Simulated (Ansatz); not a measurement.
Ta3Sb:
```
CELL_PARAMETERS angstrom
      5.23906     0.00000     0.00000
      0.00000     5.23906     0.00000
      0.00000     0.00000     5.23906
ATOMIC_POSITIONS crystal
  Ta 0.25000 0.00000 0.50000
  Ta 0.75000 0.00000 0.50000
  Ta 0.50000 0.75000 0.00000
  Ta 0.50000 0.25000 0.00000
  Ta 0.00000 0.50000 0.75000
  Ta 0.00000 0.50000 0.25000
  Sb 0.00000 0.00000 0.00000
  Sb 0.50000 0.50000 0.50000
```

Relaxed with PBEsol. Special points in fractions of this cell's reciprocal vectors: Γ (0.000, 0.000, 0.000); X (0.000, 0.500, 0.000); M (0.500, 0.500, 0.000); R (0.500, 0.500, 0.500).

Question: List the band energies nearest the Fermi level at these points for PBEsol (plane waves, PAW; program Ansatz).

Answer: In eV from the Fermi level; about four levels below and three above (degenerate sets whole), none deeper than 8.9 eV; points with the same levels are listed once.

```tsv
k	below	above
Γ	-1.03 -1.03 -1.03 -0.26 -0.26	0.22 2.77 2.77 2.77
X	-1.26 -1.26 -1.03 -1.03	1.50 1.50 2.39 2.39
M	-1.31 -0.65 -0.30 -0.30	0.08 0.08 0.38
R	-0.17 -0.17 -0.17 -0.17 -0.17 -0.17	2.87 2.87 2.87 2.87 2.87 2.87
```

Space group Pm-3n (A15 (Cr3Si type)). The workflow started from a Materials Project entry (that database holds measured and hypothetical structures alike); the Crystallography Open Database files this formula in space group No. 223, but the cells were not matched. Its standing as an ambient phase is unchecked. The PBEsol relaxation kept the symmetry of its start; of distortions, only those at the zone centre were tested. No spin polarisation was allowed. Spin–orbit coupling is left out wherever it is not named.

Potentials: the later of the program's two PAW sets.
